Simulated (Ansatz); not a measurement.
SiO$_{2}$:
```yaml
crystal:
  lattice:
    - [-4.46933, 4.46933, 2.61576]
    - [4.46933, -4.46933, 2.61576]
    - [4.46933, 4.46933, -2.61576]
  atoms:
    - { symbol: Si, position: [0.17696, 0.17696, 0.35393] }
    - { symbol: Si, position: [0.82304, 0.82304, 0.64607] }
    - { symbol: Si, position: [0.17696, 0.82304, 0.00000] }
    - { symbol: Si, position: [0.82304, 0.17696, 0.00000] }
    - { symbol: O, position: [0.50000, 0.50000, 0.50000] }
    - { symbol: O, position: [0.50000, 0.00000, 0.00000] }
    - { symbol: O, position: [0.00000, 0.00000, 0.50000] }
    - { symbol: O, position: [0.00000, 0.50000, 0.00000] }
    - { symbol: O, position: [0.00000, 0.20884, 0.20884] }
    - { symbol: O, position: [0.00000, 0.79116, 0.79116] }
    - { symbol: O, position: [0.20884, 0.00000, 0.20884] }
    - { symbol: O, position: [0.79116, 0.00000, 0.79116] }
```

Relaxed with r²SCAN.

Question: Give the Bader charges and basin volumes of the independent atoms, r²SCAN in the plane-wave PAW code Ansatz.

Answer: 

| atom | Bader charge (e) | Bader volume (Å³) |
|---|---|---|
| Si1 | +3.38 | 2.7 |
| O5 | -1.69 | 18.6 |
| O9 | -1.69 | 18.5 |

Space group I4/mmm. The workflow started from a Materials Project entry (that database holds measured and hypothetical structures alike); the Crystallography Open Database copy checked does not list it. It is not the phase usual at ambient conditions (space group No. 92, 152, 154). The cell was relaxed with r²SCAN under the symmetry of its start. At this level the phase is dynamically unstable (imaginary phonons).

Potentials: the later of the program's two PAW sets.
